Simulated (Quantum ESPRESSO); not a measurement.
# Moving one atom in Si11As3P

Calculated results; nothing here was measured. They come from pw.x of Quantum ESPRESSO 7.5, a plane-wave density functional program, with PseudoDojo standard norm-conserving files (v0.5 for PBE, v0.4.1 for LDA and PBEsol). The cells are made up: elements, strain and atom displacements were drawn at random, and nothing was relaxed. There is no spin polarisation, spin-orbit coupling or dispersion term.

The cell has 16 sites of a zincblende or diamond lattice (two cubes along c). Sites 1 to 8 hold Si Si Si Si As Si Si Si; sites 9 to 16 hold Si Si As Si empty Si As P. Cell vectors in Å: (5.526, 0.086, 0.036); (0.086, 5.668, -0.044); (0.072, -0.088, 11.391). Settings: PBE, cutoff 1143 eV, 6 x 6 x 4 k mesh shifted by half a step, Fermi-Dirac smearing of 0.1 eV.

Each run shifts the Si atom on site 9 along x and leaves all else fixed. Site 1 is one of its nearest neighbours. E is the free energy of the cell above the lowest run shown.

```
run,shift (Å),Fx on site 9 (eV/Å),Fx on site 1 (eV/Å),P (GPa),E (meV)
1,-0.1527,1.242,0.681,-2.99,103.5
3,-0.0853,0.742,0.824,-3.06,36.6
4,-0.0606,0.556,0.874,-3.08,20.5
5,0.0132,0.000,1.014,-3.12,0.0
6,0.0591,-0.345,1.094,-3.13,7.9
7,0.1541,-1.043,1.238,-3.10,74.1
2,-0.1065,?,?,?,?
```

A rerun of one of these cells at 1437 eV and k mesh 8 x 8 x 6 moved values by no more than 0.005 eV in the cell's energy, 0.02 GPa in stress and 0.007 eV/Å in force.

## Worked fit

A parabola through the six runs shown gives Fx on site 9 = 0.100 - 7.46 u + 0.2 u² eV/Å, with u in Å and a scatter of 0.005 eV/Å. Minus the slope, 7.46 ± 0.08 eV/Å², is this atom's force constant along x at u = 0, with its periodic images moving too. The fitted force vanishes at u = 0.013 Å, where the energy should be lowest along this line. The error is the larger of the fit's own and the change that a cubic makes, rounded up.

## Withheld run

Question: what Fx on site 9 should run 2 give?

The fit gives 0.897 eV/Å. The calculation gave 0.900 eV/Å.

```
run,shift (Å),Fx on site 9 (eV/Å),Fx on site 1 (eV/Å),P (GPa),E (meV)
2,-0.1065,0.900,0.780,-3.04,54.0
```